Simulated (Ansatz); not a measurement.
Values for one crystal, relaxed and computed with plane-wave PAW PBE (Ansatz code); other levels are named.

| Item | Value |
|---|---|
| Volume per atom | 26.94 Å³ |
| Electronic character | metallic (no gap) |
| Density of states at the Fermi level | 0.05 states/eV per atom (mean over ±0.08 eV) |
| Bulk modulus (Birch–Murnaghan fit) | 506 kbar |
| Pressure derivative B′ | 4.8 |
| Formation energy from the elements (no fitted shifts) | 0.041 eV/atom |

Task: Which of these materials gives this?
A) HfTe, CsCl type
B) BeSe, CsCl type
C) SnGe3, P-4m2 (Ge on 2g, Ge on 1a, Sn on 1c)
D) TiSi2, Cmcm (Ti on 4c, Si on 4c, Si on 4c)

Result: C, SnGe3, P-4m2 (Ge on 2g, Ge on 1a, Sn on 1c)

The start of the workflow was typed in or built on a structure type; neither database checked (COD, Materials Project) lists it. Whether it is the stable phase at ambient conditions was not checked. Symmetry was held in the PBE relaxation; whether a distortion lowers the energy is not shown. The references are the lowest solids computed at this level, not always the standard phases. Spin–orbit coupling is left out wherever it is not named.

Potentials: the earlier of the program's two PAW sets.
